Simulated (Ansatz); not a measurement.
Input and command of a calculation in Ansatz (plane waves; scalar-relativistic PAW potentials unless the input names others):

```yaml
crystal:
  lattice:
    - [5.9103673383, 0.0, 0.0]
    - [-2.9551836692, 5.1185282607, 0.0]
    - [0.0, 0.0, 4.8770901108]
  atoms:
    - { symbol: Nb, position: [0.8450758845, 0.690151769, 0.25] }
    - { symbol: Nb, position: [0.1549241155, 0.8450758845, 0.75] }
    - { symbol: Nb, position: [0.309848231, 0.1549241155, 0.25] }
    - { symbol: Nb, position: [0.1549241155, 0.309848231, 0.75] }
    - { symbol: Nb, position: [0.8450758845, 0.1549241155, 0.25] }
    - { symbol: Nb, position: [0.690151769, 0.8450758845, 0.75] }
    - { symbol: Cl, position: [0.3333333333, 0.6666666667, 0.25] }
    - { symbol: Cl, position: [0.6666666667, 0.3333333333, 0.75] }
basis:
  ecutwfc: 420
kpoints:
  mp_grid: { grid: [6, 6, 8] }
hamiltonian:
  xc: pbe
scf:
  occupations: { method: gaussian, width: 0.1 }
  convergence: { dr2_threshold: 1.0e-14 }
  max_iter: 60
output:
  forces: true
  eigenvalues: true
  stress: true
```

```bash
ansatz run input.yaml --threads 1 --pin off --max-ram 2560MiB --backend cpu --events-out ev --progress --plain --runs-dir out
```

Abridged log:
```
Basis set: ecut = 420 eV, 2873 PW (Γ), exchange–correlation on 80×80×72 points (8 copies of the dense FFT grid, shifted against one another)
Bands: 56, of which v1, the nominal top of the filled ones, is band 46 counted from 1 (45 counted from 0)
Symmetry: 24 space group operations
k-points: 35 of 288
SCF iter   1: F=—  HF=-29468.614968 eV  |F-HF|=—  |Δ(HF+E_count)|=         —  Δρ=9.18e-3  dr2=3.25e-1  ethr=1.77e-3  ⟨swp⟩=5.6  Hψ=7510  notcnv=0
SCF iter   2: F=—  HF=-29468.571570 eV  |F-HF|=—  |Δ(HF+E_count)|=   4.34e-2  Δρ=4.87e-3  dr2=1.02e-1  ethr=3.54e-4  ⟨swp⟩=1.0  Hψ=2275  notcnv=0
SCF iter   3: F=—  HF=-29468.552055 eV  |F-HF|=—  |Δ(HF+E_count)|=   1.95e-2  Δρ=7.39e-4  dr2=1.15e-3  ethr=1.11e-4  ⟨swp⟩=2.0  Hψ=2391  notcnv=0
SCF iter   4: F=—  HF=-29468.551802 eV  |F-HF|=—  |Δ(HF+E_count)|=   2.53e-4  Δρ=2.19e-4  dr2=6.88e-5  ethr=1.25e-6  ⟨swp⟩=2.0  Hψ=2515  notcnv=0
SCF iter   5: F=—  HF=-29468.551797 eV  |F-HF|=—  |Δ(HF+E_count)|=   4.71e-6  Δρ=3.84e-5  dr2=2.39e-6  ethr=7.48e-8  ⟨swp⟩=2.3  Hψ=2543  notcnv=0
SCF iter   6: F=—  HF=-29468.551795 eV  |F-HF|=—  |Δ(HF+E_count)|=   2.23e-6  Δρ=8.21e-6  dr2=8.73e-8  ethr=2.60e-9  ⟨swp⟩=2.0  Hψ=2921  notcnv=0  defer=39
SCF iter   7: F=—  HF=-29468.551795 eV  |F-HF|=—  |Δ(HF+E_count)|=   7.58e-9  Δρ=1.55e-6  dr2=2.90e-9  ethr=9.49e-11  ⟨swp⟩=2.1  Hψ=2756  notcnv=0  defer=39
SCF iter   8: F=—  HF=-29468.551795 eV  |F-HF|=—  |Δ(HF+E_count)|=  1.02e-10  Δρ=3.12e-7  dr2=1.34e-10  ethr=3.15e-12  ⟨swp⟩=2.6  Hψ=3138  notcnv=0  defer=39
SCF iter   9: F=—  HF=-29468.551795 eV  |F-HF|=—  |Δ(HF+E_count)|=  1.46e-11  Δρ=6.05e-8  dr2=5.27e-12  ethr=1.45e-13 (applied; sched 1.00e-12)  ⟨swp⟩=2.7  Hψ=3090  notcnv=0  defer=101
SCF iter  10: F=—  HF=-29468.551795 eV  |F-HF|=—  |Δ(HF+E_count)|=  7.28e-12  Δρ=1.19e-8  dr2=2.11e-13  ethr=5.72e-15 (applied; sched 1.00e-12)  ⟨swp⟩=2.5  Hψ=2627  notcnv=0  defer=102
SCF iter  11: F=-29468.551795 eV  HF=-29468.551795 eV  |F-HF|=0.00e0  |Δ(HF+E_count)|=    0.00e0  Δρ=2.13e-9  dr2=5.18e-15  ethr=1.00e-12  ⟨swp⟩=10.3  Hψ=6902  notcnv=0
SCF 1 converged in 11 iterations: F = -29468.551795 eV  dr2 = 5.18e-15
SCF converged after 11 iterations
Free energy (F): -29468.551795 eV
Harris-Foulkes:  -29468.551795 eV  (|F-HF|=0.00e0)
Internal energy: -29468.512447 eV  (E = F + TS)
E sigma→0 (E₀):  -29468.532121 eV
Entropy (-TS):   -0.039348 eV (-4.919 meV/atom)
Fermi energy:    15.789669 eV
--- Forces (eV/Å), atoms counted from 1 ---
  atom   1  Nb     0.00000000    -0.00083964     0.00000000
  atom   2  Nb     0.00072715    -0.00041982     0.00000000
  atom   3  Nb     0.00072715     0.00041982     0.00000000
  atom   4  Nb     0.00000000     0.00083964     0.00000000
  atom   5  Nb    -0.00072715     0.00041982     0.00000000
  atom   6  Nb    -0.00072715    -0.00041982     0.00000000
  atom   7  Cl     0.00000000     0.00000000     0.00000000
  atom   8  Cl     0.00000000     0.00000000     0.00000000
--- Stress (GPa, compression-positive) ---
        0.022434       0.000000       0.000000
        0.000000       0.022434       0.000000
        0.000000       0.000000       0.019643
  P = ⅓ Tr σ = 0.0215 GPa (0.215 kbar)
```

One setting here is needlessly strict: a threshold far tighter than needed (scf.convergence.dr2_threshold: not typed → 1e-14). It leaves the result as it was and can only cost iterations: the run converged in 11 SCF iterations with an energy at zero smearing within 0.01 meV/atom of the reference's, pressure 0.02 GPa, largest force 0.001 eV/Å, no gap on the mesh. A reference run on usual settings, whose relaxation ended at this geometry, converged, and the end of its own relaxation has pressure 0.02 GPa, largest force 0.001 eV/Å, no gap on the mesh.

Time: 23 s on 1 thread of Intel(R) Xeon(R) Platinum 8259CL CPU @ 2.50GHz (Skylake/Cascade Lake) (shared host), peak memory 0.56 GiB.